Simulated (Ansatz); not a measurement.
LiCl:
```cif
data_Cl2Li2
_chemical_formula_sum 'Li2 Cl2'
_space_group_name_H-M_alt 'P 1'
_space_group_IT_number 1
_cell_length_a 3.89452
_cell_length_b 3.89452
_cell_length_c 6.22775
_cell_angle_alpha 90.000
_cell_angle_beta 90.000
_cell_angle_gamma 120.000
loop_
_space_group_symop_operation_xyz
  'x, y, z'
loop_
_atom_site_label
_atom_site_type_symbol
_atom_site_fract_x
_atom_site_fract_y
_atom_site_fract_z
_atom_site_occupancy
Li1 Li 0.66667 0.33333 0.87807 1
Li2 Li 0.33333 0.66667 0.37807 1
Cl1 Cl 0.66667 0.33333 0.49693 1
Cl2 Cl 0.33333 0.66667 0.99693 1
```

Relaxed with r²SCAN.

Question: Give the optical modes at the zone centre with their infrared activity from DFPT, DFT-r²SCAN in the program Ansatz with PAW potentials.

Answer: Transverse frequencies, without the LO–TO term; a row sums one degenerate level.

```
ω (cm⁻¹)  degeneracy  IR ((D/Å)²/amu)     activity  symmetry
--------  ----------  ---------------  -----------  --------
75                 2             0.00  IR-inactive        E2
191                1             0.00  IR-inactive        B1
311                1             8.46           IR        A1
326                2             0.00  IR-inactive        E2
330                2            16.30           IR        E1
375                1             0.00  IR-inactive        B1
```

Question: How high does the top mode go among those that the LO–TO term moves?

Answer: 445 cm⁻¹ for q along x, 445 cm⁻¹ for q along y, 434 cm⁻¹ for q along z.

Space group P6_3mc (wurtzite). The first step of the workflow began from a Materials Project structure, measured or hypothetical; the Crystallography Open Database copy checked does not list it. It is not the phase usual at ambient conditions (space group No. 225). Symmetry was held in the r²SCAN relaxation; of distortions, only those at the zone centre were tested.

Potentials: the later of the program's two PAW sets.
